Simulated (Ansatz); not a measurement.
Te₂Mo:
```
Te2Mo
1.0
    3.49656     0.00000     0.00000
   -1.74828     3.02811     0.00000
    0.00000     0.00000    13.70052
Te Mo
4 2
Direct
  0.33333   0.66667   0.61736
  0.66667   0.33333   0.38264
  0.66667   0.33333   0.11736
  0.33333   0.66667   0.88264
  0.33333   0.66667   0.25000
  0.66667   0.33333   0.75000
```

DFT-PBE+D3(BJ) in the program Ansatz with PAW potentials gives a gap of 0.59 eV without spin–orbit coupling, maximum at Γ, minimum on the K–Γ line, 41 % of the way from K.

### Question
What happens when spin–orbit coupling is switched on?

### Answer
The gap decreases by 0.01 eV, to 0.58 eV; maximum at Γ, minimum on the K–Γ line, 41 % of the way from K.

### Question
Give the electron effective mass with spin–orbit coupling.

### Answer
0.37, 0.42, 0.66 mₑ (principal values).

### Question
Give the hole effective mass with spin–orbit coupling.

### Answer
1.1, 1.1, 3.6 mₑ (principal values).

Space group P6_3/mmc. The PBE+D3(BJ) relaxation kept the symmetry of its start. No spin polarisation was allowed.

Potentials: the later of the program's two PAW sets.
